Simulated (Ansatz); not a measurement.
CaS (rock salt, Fm-3m) at seven volumes, plane-wave PAW PBEsol (Ansatz code), scaled uniformly. One row is withheld.

| V (Å³/atom) | P (GPa) |
|---|---|
| 20.332 | ? |
| 21.003 | 4.33 |
| 21.673 | 2.00 |
| 22.343 | 0.00 |
| 23.014 | -1.71 |
| 23.684 | -3.18 |
| 24.354 | -4.44 |

Task: Fit the shown pressures and predict the withheld one.

Result: P = (3/2)B₀(x^(7/2) − x^(5/2))[1 + (3/4)(B′ − 4)(x − 1)] with x = (V₀/V)^(2/3). Least squares on the six rows gives V₀ = 22.344 Å³/atom, B₀ = 61.6 GPa, B′ = 4.13. At V = 20.332, x = 1.0649 and P = 7.07 GPa. The run itself gave 7.06 GPa.

The cell was relaxed with PBEsol under the symmetry of its start.

Potentials: the later of the program's two PAW sets.
